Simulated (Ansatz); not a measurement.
Values for one crystal, relaxed and computed with r²SCAN (plane waves, PAW; program Ansatz); other levels are named.

| Item | Result |
|---|---|
| Volume per atom | 32.75 Å³ |
| Electronic character | metallic (no gap) |
| Bulk modulus (Birch–Murnaghan fit) | 324 kbar |
| Zone-centre stability | no imaginary mode at Γ |
| Density of states at the Fermi level | 0.53 states/eV per atom (mean over ±0.08 eV) |
| Highest zone-centre frequency | 14.7 meV |
| Pressure derivative B′ | 11.9 |

Q: Pick the material that matches.
(A) B, Cmce (B on 8f)
(B) C, I4_1/amd (C on 8e)
(C) Te, Pmma (Te on 2f, Te on 2b)
(D) Ge, Fd-3m (Ge on 32e)

A: C, Te, Pmma (Te on 2f, Te on 2b)

The workflow started from a Materials Project entry (that database holds measured and hypothetical structures alike); the Crystallography Open Database copy checked does not list it. It is not the phase usual at ambient conditions (space group No. 152). Symmetry was held in the r²SCAN relaxation. Spin–orbit coupling is left out wherever it is not named.

Potentials: the later of the program's two PAW sets.
